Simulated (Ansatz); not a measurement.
Put Ca₂YGaC₆N₆ in Fm-3m (No. 225): Ca on 8c; Y on 4b; Ga on 4a; C on 24e; N on 24e. The guess for Ca₂YGaC₆N₆ was made by a generator: cyanide-bridged rock-salt net of two metals, 2 guest cations a cell.

The calculation used DFT PBE, scalar-relativistic, plane waves, PAW in Ansatz 0.2.0. Cutoff 420 eV, Γ-centred mesh, Gaussian smearing, no spin polarisation.

The zero of energy is the elements' standard structures at the same level (N₂ as a molecule); no fitted shifts are applied.

Question: Which cell and coordinates does it relax to?

Answer:

Space group Fm-3m (No. 225). a = 11.351 Å, b = 11.351 Å, c = 11.351 Å, α = 90.00°, β = 90.00°, γ = 90.00°
```json
{"atom": "Ca", "site": "8c", "symmetry": "-43m", "x": "0.2500", "y": "0.7500", "z": "0.7500"}
{"atom": "Y", "site": "4b", "symmetry": "m-3m", "x": "0.5000", "y": "0.0000", "z": "0.0000"}
{"atom": "Ga", "site": "4a", "symmetry": "m-3m", "x": "0.0000", "y": "0.0000", "z": "0.0000"}
{"atom": "C", "site": "24e", "symmetry": "4m.m", "x": "0.1890", "y": "0.0000", "z": "0.0000"}
{"atom": "N", "site": "24e", "symmetry": "4m.m", "x": "0.2928", "y": "0.0000", "z": "0.0000"}
```

Ca is surrounded by 12 N at 4.04 Å and 12 C at 4.07 Å (long against covalent radii, as for large ions); Y has 6 N at 2.35 Å; Ga has 6 C at 2.15 Å; C has 1 N at 1.18 Å, 1 Ga at 2.15 Å, 4 C at 3.03 Å, 1 Y at 3.53 Å, 4 N at 3.96 Å and 4 Ca at 4.07 Å; N is surrounded by 1 C at 1.18 Å, 1 Y at 2.35 Å, 1 Ga at 3.32 Å, 4 N at 3.33 Å, 4 C at 3.96 Å and 4 Ca at 4.04 Å. Another local minimum with the same sites may exist.

Question: Where does its energy lie, and is it a metal?

Answer: The formation energy is +0.29 eV/atom. The gap on the 6×6×6 mesh of the 16-atom cell is 0 eV (a metal). A positive value: parting into the elements would lower its energy.

The last run used Gaussian smearing of 0.10 eV. The reference form of C is held partly by dispersion forces, which this level lacks. A structure relaxed within its symmetry needn't be a true minimum.
